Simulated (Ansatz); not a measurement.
A geometry of AlNi away from equilibrium: step 11 of the relaxation of a generated cell, AlNi built in the AFLOW prototype AB_hP2_187_d_a (B_h, as in WC). The numbers are results of PBEsol (plane waves to 420 eV, PAW, scalar-relativistic; Ansatz, a program for electronic structure), not measurements. Γ-centred k-mesh 12×12×11 on the run's cell (coarser than for final values), Fermi–Dirac smearing 0.05 eV.

```xyz
2
Lattice="2.7461 0.0000 0.0000 -1.3731 2.3782 0.0000 0.0000 0.0000 3.6866" Properties=species:S:1:pos:R:3:forces:R:3 pbc="T T T" free_energy=-6330.457 pressure_GPa=2.6
Al     0.0000     0.0000     0.0000    0.0000    0.0000    0.0000
Ni     1.3731     0.7927     1.8433    0.0000    0.0000    0.0000
```

Positions in Å, forces in eV/Å, free energy of the cell in eV (comparable only within this code, potentials and settings). Largest force: all forces are below 0.005 eV/Å; the geometry lies 0.01 eV/atom above the end of its relaxation.

Spin-polarised start, with parallel moments on Ni.

No spin polarisation in the result: the starting moments vanished. A magnetic state may lie lower.

The run could not lose the symmetry of its start, so the end can be a saddle point.

All atoms sit on sites fixed by symmetry, so only the cell could relax.

The end of the path is a generated cell of AlNi: the first start was made by placing the elements on the sites of a structure type, and the end was not matched to a known phase here, so it may be hypothetical. Known forms of AlNi include space group No. 221.
